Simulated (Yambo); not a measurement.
Consider the following.

```
MgI2
1.0
    4.12555     0.00000     0.00000
   -2.06277     3.57283     0.00000
    0.00000     0.00000     6.82678
Mg I
1 2
Direct
  0.00000   0.00000   0.00000
  0.33333   0.66667   0.24575
  0.66667   0.33333   0.75425
```

Workflow: PBEsol (Quantum ESPRESSO, PseudoDojo norm-conserving, 84 Ry, no spin-orbit coupling), then G0W0 in Yambo (3×3×2 Γ-centred k mesh, bands 5 to 191 and a 8 Ry block in the screening, 191 bands in G with the Bruneval-Gonze terminator, plasmon pole fitted at 27.2 eV).

Q: Give the PBEsol and G0W0 gaps between the band edges found on this mesh, and say where the edges lie.

A: Edges: Γ → Γ. PBEsol: 3.62 eV; G0W0: 5.34 eV. The mesh misses an edge: along a dense path the PBEsol gap is 3.45 eV. Nearest settings tried, and what they do to the gap: 119 bands in W, 119 bands in G: -34 meV; 7 Ry block (233 vectors against 263): -16 meV; 3×3×1 mesh: -59 meV. So the settings aren't converged at that level. The k mesh is coarse. Spin-orbit coupling is left out, which matters for elements this heavy: edges can move by tenths of an eV.

Geometry relaxed with PBE+D3(BJ).
